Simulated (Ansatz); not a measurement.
**Calculated with Ansatz: BeBi2O6, relaxation**

Input:

```yaml
crystal:
  lattice:
    - [1.964458, 3.402538, 0.0]
    - [-1.964458, 3.402538, 0.0]
    - [0.0, 0.0, 9.615888]
  atoms:
    - { symbol: O, position: [0.6667, 0.6666, 0.66] }
    - { symbol: O, position: [0.3333, 0.3334, 0.34] }
    - { symbol: O, position: [0.6667, 0.6666, 0.94] }
    - { symbol: O, position: [0.3333, 0.3334, 0.06] }
    - { symbol: Bi, position: [0.6667, 0.6666, 0.357] }
    - { symbol: Bi, position: [0.3333, 0.3334, 0.643] }
    - { symbol: O, position: [0.0, 0.0, 0.21] }
    - { symbol: O, position: [0.0, 0.0, 0.79] }
    - { symbol: Be, position: [0.0, 0.0, 0.0] }
  symmetry: { tolerance: 0.0003 }
kpoints:
  mp_grid: { grid: [7, 7, 3], shift: [0, 0, 0] }
magnetization:
  spin_polarized: false
scf:
  occupations: { method: fermi_dirac }
  lower_state_search: "off"
hamiltonian:
  pseudopotentials: { kind: paw }
  xc: pbesol
basis:
  ecutwfc: 420
  fft_grid_basis: typed
relax:
  max_steps: 60
  cell: { p_target: 20.0 }
  f_tol: 0.03
output:
  forces: true
  stress: true
  eigenvalues: true
  bader: false
  populations: true
  elf: true
  write_potential: true
  volumetric_format: npy
  dos:
    e_range: [-12, 8]
    de: 0.05
    projected: { site_lists: { Be: [Be], Bi: [Bi], O: [O] } }
  write_density: true
checkpoint:
  read: saved_state
```

Run with:

```bash
ansatz run input.yaml --threads 2 --pin off --max-ram 3584MiB --backend cpu --events-out ev --progress --plain --runs-dir out
```

Origin of the cell: a known structure type with other elements, at an estimated volume, so it need not be a known compound.

The smearing width isn't typed, so it takes its default of 0.1 eV.

The saved state is a converged single point of the same cell.

Steps («new basis» is an SCF on plane waves selected anew at the same cell):

```csv
step,ΔH (meV/atom),max force component (eV/Å),P (GPa),volume (Å³),SCF iterations,step was
1,0.0,3.299,-12.41,128.55,7,accepted
2,-464.9,3.140,-2.39,113.82,8,accepted
3,-899.2,2.991,4.35,103.45,7,accepted
4,-1157.6,1.798,10.86,96.06,7,accepted
5,-1277.0,1.019,22.93,88.96,7,accepted
6,-1317.3,1.105,25.71,87.34,7,accepted
7,-1332.0,0.426,21.06,88.55,6,accepted
8,-1335.6,0.261,20.39,88.14,6,accepted
9,-1337.0,0.084,20.08,88.46,5,accepted
10,-1337.1,0.023,19.88,88.39,6,accepted
11,-1337.2,0.003,20.05,88.35,5,accepted
12,-1337.1,0.000,20.00,88.37,3,accepted
13,-1332.5,0.001,19.18,88.37,7,new basis
14,-1332.9,0.007,20.08,87.99,5,accepted
15,-1332.9,0.001,20.01,88.02,4,accepted
16,-1332.6,0.000,19.97,88.02,5,new basis
```

The starting structure.

Space group P-3m1 (No. 164); the run's cell has a = 3.929 Å, b = 3.929 Å, c = 9.616 Å, α = 90.00°, β = 90.00°, γ = 60.00°. Shortest distances: Be–O 2.02 Å, Bi–O 2.27 Å, O–O 2.54 Å, Bi–Bi 3.56 Å.

After:

Space group P-3m1 (No. 164); the run's cell has a = 3.755 Å, b = 3.755 Å, c = 7.209 Å, α = 90.00°, β = 90.00°, γ = 60.00°. Shortest distances: Be–O 1.57 Å, O–O 2.17 Å, Bi–O 2.18 Å, Be–Bi 3.03 Å.

```
CELL_PARAMETERS angstrom
1.87733 3.25164 0.00000
-1.87733 3.25164 0.00000
0.00000 0.00000 7.20929
ATOMIC_POSITIONS crystal
O 0.66667 0.66667 0.59764
O 0.33333 0.33333 0.40236
O 0.66667 0.66667 0.99001
O 0.33333 0.33333 0.00999
Bi 0.66667 0.66667 0.29295
Bi 0.33333 0.33333 0.70705
O 0.00000 0.00000 0.21746
O 0.00000 0.00000 0.78254
Be 0.00000 0.00000 0.00000
```

* Enthalpy lowered by: 1332.6 meV/atom
* Volume change: -31.53 %
* Final pressure: 19.97 GPa
* Relaxation steps listed: 16
* Gap on the mesh: none (metal)

Caveats: no spin, though holes on the anions or broken bonds may carry moments; no spin-orbit coupling, though heavy elements are present; the relaxation held the start's symmetry, so the end may be a saddle point.

It ran for 65 s on 2 threads of Arm Neoverse V1, on a shared host, peak memory 0.47 GiB, from a saved density.
